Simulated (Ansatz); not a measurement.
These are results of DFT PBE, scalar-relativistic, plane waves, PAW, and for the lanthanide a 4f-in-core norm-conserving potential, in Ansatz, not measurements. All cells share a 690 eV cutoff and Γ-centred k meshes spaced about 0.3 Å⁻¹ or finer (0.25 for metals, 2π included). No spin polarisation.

All energies are static (0 K, no zero-point motion).

Two relaxed structures of KTmI4:

A.

```xyz
6
Lattice="7.5310 0.0000 0.0000 0.0000 4.5453 0.0000 -0.4533 0.0000 8.2858" Properties=species:S:1:pos:R:3 pbc="T T T"
K     3.5389    2.2726    4.1429
Tm    0.0000    0.0000    0.0000
I     1.3232    2.2726    7.2555
I     5.7545    2.2726    1.0303
I     5.6144    0.0000    5.7290
I     1.4633    0.0000    2.5568
```

B.

```xyz
6
Lattice="5.4215 0.0000 0.0000 0.0000 5.4215 0.0000 0.0000 0.0000 8.4487" Properties=species:S:1:pos:R:3 pbc="T T T"
K     2.7107    2.7107    4.2243
Tm    0.0000    0.0000    0.0000
I     2.7107    0.0000    6.6245
I     0.0000    2.7107    1.8242
I     2.7107    0.0000    1.8242
I     0.0000    2.7107    6.6245
```

Problem. Which is lower in energy, and by how much?

Solution. A is lower, by 179 meV/atom. A has K and Tm ordered on rutile sites, space group P2/m (No. 10), 47.3 Å³/atom and a gap of 2.59 eV on its mesh; B has space group P4/mmm (No. 123), 41.4 Å³/atom and a gap of 1.14 eV. Counting I atoms around K and Tm (those within 1.25 times the shortest such distance or 1.15 times the sum of covalent radii, 1.27 where that leaves under three; a plus sign parts nearer from farther groups), A has K 4+2, Tm 6 and B has K 8, Tm 8. The lower one is the more open, so pressure narrows the difference. In A, around K lie 4 I at 3.46 Å, 2 I at 3.82 Å and 2 K at 4.55 Å; Tm is surrounded by 6 I at 2.95–3.06 Å; around I on its first site lie 2 Tm at 3.06 Å and 1 K at 3.82 Å; 1 more site not described. In B, K is surrounded by 8 I at 3.62 Å; Tm is surrounded by 8 I at 3.27 Å; I has 2 Tm at 3.27 Å, 2 K at 3.62 Å and 5 I at 3.65–3.83 Å. Both come from trial cells of a structure search.

Spin–orbit coupling, which can matter for I, is left out. Kohn–Sham gaps at this level usually fall short of measured ones. The missing spin–orbit coupling can work the other way here. With atoms moved at random, A came back. B had no clear such test and can be a saddle point.

The lanthanide is trivalent by construction, without f bands, f moments or other valences.
